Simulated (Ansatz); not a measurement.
A sound run on Cr (Im-3m), parallel moments (DFT, PBE, PAW with Ansatz's default frozen-core files, scalar-relativistic (Ansatz)):

```yaml
crystal:
  lattice:
    - [0.0, 2.9688993551, 2.9688993551]
    - [2.9688993551, 0.0, 0.0]
    - [0.0, 2.9688993551, -2.9688993551]
  atoms:
    - { symbol: Cr, position: [0.0, 0.0, 0.0], spin: 3.0 }
    - { symbol: Cr, position: [0.5, 0.0, 0.5], spin: 3.0 }
    - { symbol: Cr, position: [0.5, 0.5, 0.0], spin: 3.0 }
    - { symbol: Cr, position: [0.0, 0.5, 0.5], spin: 3.0 }
magnetization:
  spin_polarized: true
kpoints:
  mp_grid: { grid: [7, 10, 7] }
scf:
  occupations: { method: fermi_dirac, width: 0.05 }
  lower_state_search: "off"
hamiltonian:
  xc: pbe
  pseudopotentials: { kind: paw }
output:
  forces: true
  stress: true
  eigenvalues: true
  populations: true
```

It converged in 13 iterations. The moments died out: the run ends unmagnetised. Pressure -24.62 GPa.

The input is then changed, output keys apart:

```diff
+  convergence: { dr2_threshold: 1.0e-11 }
-  xc: pbe
+  xc: lda
```

Q: What does the program do with it?

A: The calculation finished and met its thresholds. Free energy -13291.0280 eV against -13510.4320 eV (not comparable, since the functional, the files or the filling changed), cell moment 0.00 μB, pressure -37.87 GPa.
```
Engine: ansatz 0.2.0
Pseudopotentials: kind: paw
Pseudopotential: Cr, paw, valence charge 14, recommended cutoff 420 eV (normal), Cr.paw.azcp
Functional definition: SPW92
  exchange = slater_x
  correlation = pw_c
Crystal: 4 atoms, lattice volume = 52.338 Å³
Basis set: ecut = 420 eV, 1021 PW (Γ)
Bands: 41, of which v1, the nominal top of the filled ones, is band 28 counted from 1 (27 counted from 0)
Symmetry: 64 space group operations
Space group: Im-3m (ITA 229), of the structure as read, at distance tolerance 3.7e-5 Å
Magnetic group: BNS 229.140 (UNI 1642), of the structure as read, at distance tolerance 3.7e-5 Å
k-points: 60 of 490
Non-local potential: Cr, projectors of the file, l = 0: 3, l = 1: 2, l = 2: 3, l = 3: 1
PAW form: soft (Blöchl's): semilocal exchange-correlation on the pseudo side does not see the compensation charge
PAW frozen core: Cr, regenerated for the run's functional, and the local potential with it (the file was generated under x = pbe(κ = 0.804, μ = 0.2195149727645171), c = pbe(β = 0.06672455060314922))
PAW one-centre angular grid: Cr, 590 points (default); XC on 64 Gauss nodes
Initial density: superposition of atomic densities (chi_scale 0.1, normalization cell)
[...]
  max |Σ_I F_I| component: 2.01e-29 eV/Å
--- Stress (GPa, compression-positive) ---
      -37.989147      -0.000000       0.000000
       -0.000000     -37.817783      -0.000000
       -0.000000       0.000000     -37.817783
  P = ⅓ Tr σ = -37.8749 GPa (-378.749 kbar)
--- Band table (eV; the first three rows and the last of 120) ---
  k-point 0 ↑: bands = ["-54.7808", "-54.6498", "-54.6498", "-54.5567", "-26.7007", "-26.7007", "-26.5127", "-26.5102", "-26.5102", "-26.2741", "-26.2741", "-26.0696", "-26.0694", "-26.0694", "-26.0670", "-26.0670", "9.0624", "12.5566", "12.5566", "12.7724", "12.7738", "14.3531", "14.3531", "15.6558", "15.6558", "15.6575", "17.3430", "17.3430", "17.3497", "17.3497", "17.3529", "17.3548", "17.6223" …
  k-point 1 ↑: bands = ["-54.7744", "-54.6563", "-54.6452", "-54.5613", "-26.6914", "-26.6703", "-26.5197", "-26.5011", "-26.4889", "-26.2861", "-26.2641", "-26.0994", "-26.0919", "-26.0799", "-26.0693", "-26.0671", "9.2631", "12.5319", "12.6936", "12.8711", "12.8769", "14.4116", "14.5003", "15.5842", "15.6458", "15.7853", "16.2950", "16.7470", "17.1992", "17.2765", "17.3604", "17.3771", "17.6005" …
  k-point 2 ↑: bands = ["-54.7563", "-54.6746", "-54.6323", "-54.5743", "-26.6652", "-26.5845", "-26.5464", "-26.4684", "-26.4291", "-26.3197", "-26.2361", "-26.1895", "-26.1544", "-26.1086", "-26.0690", "-26.0674", "9.8411", "12.3215", "13.0404", "13.1251", "13.1843", "14.5782", "14.9305", "15.2614", "15.3881", "15.5781", "15.8305", "16.1590", "16.8630", "17.1275", "17.2699", "17.3793", "17.3967" …
  k-point 59 ↓: bands = ["-54.6503", "-54.6503", "-54.6493", "-54.6493", "-26.6938", "-26.6938", "-26.6920", "-26.6920", "-26.2769", "-26.2769", "-26.2720", "-26.2720", "-26.0783", "-26.0783", "-26.0764", "-26.0764", "12.5878", "12.5878", "12.6350", "12.6350", "14.3391", "14.3391", "14.4055", "14.4055", "16.7617", "16.7617", "17.0038", "17.0038", "17.3205", "17.3205", "17.3652", "17.3652", "17.623 …
--- Löwdin populations: 4 sites ---
  site symbol       q [e]    m [muB]
     0     Cr     13.8967    -0.0000
     1     Cr     13.8967    -0.0000
     2     Cr     13.8967    -0.0000
     3     Cr     13.8967    -0.0000
  spilling = 0.007376 (of n_electrons = 56.000000)
```
